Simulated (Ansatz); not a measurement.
TaAg:
```xyz
4
Lattice="4.7088 0.0000 0.0000 0.0000 2.7508 0.0000 0.0000 0.0000 5.2200" Properties=species:S:1:pos:R:3 pbc="T T T"
Ag     1.1772     0.0000     4.4508
Ag     3.5316     0.0000     0.7692
Ta     1.1772     1.3754     1.8197
Ta     3.5316     1.3754     3.4003
```

Relaxed with PBEsol. Special points in fractions of this cell's reciprocal vectors: Γ (0.000, 0.000, 0.000); X (0.500, 0.000, 0.000); S (0.500, 0.500, 0.000); Y (0.000, 0.500, 0.000); Z (0.000, 0.000, 0.500); U (0.500, 0.000, 0.500); R (0.500, 0.500, 0.500); T (0.000, 0.500, 0.500).

Question: List the band energies nearest the Fermi level at these points for PBEsol with spin–orbit coupling in the plane-wave PAW code Ansatz.

Answer: In eV from the Fermi level; about four levels below and three above (degenerate sets whole), none deeper than 8.9 eV; points with the same levels are listed once.

```
k                    below                above
-  -----------------------  -------------------
Γ  -1.49 -1.49 -1.15 -1.15  0.00 0.00 1.90 1.90
X  -0.97 -0.97 -0.97 -0.97  0.10 0.10 0.10 0.10
S  -0.17 -0.17 -0.17 -0.17  3.61 3.61 3.61 3.61
Y  -1.10 -1.10 -1.05 -1.05  0.10 0.10 0.21 0.21
Z  -1.45 -1.45 -1.06 -1.06  1.32 1.32 3.14 3.14
U  -0.10 -0.10 -0.10 -0.10  2.91 2.91 2.91 2.91
R  -0.10 -0.10 -0.10 -0.10  0.80 0.80 0.80 0.80
T  -0.94 -0.94 -0.39 -0.39  0.31 0.31 1.81 1.81
```

Space group Pmma. The start of the workflow was typed in or built on a structure type; neither database checked (COD, Materials Project) lists it. Whether it is the stable phase at ambient conditions was not checked. The PBEsol relaxation kept the symmetry of its start; phonons show weakly imaginary modes. No spin polarisation was allowed. Its formation energy is positive at this level, so the cell may be metastable or incomplete.

Potentials: the later of the program's two PAW sets.
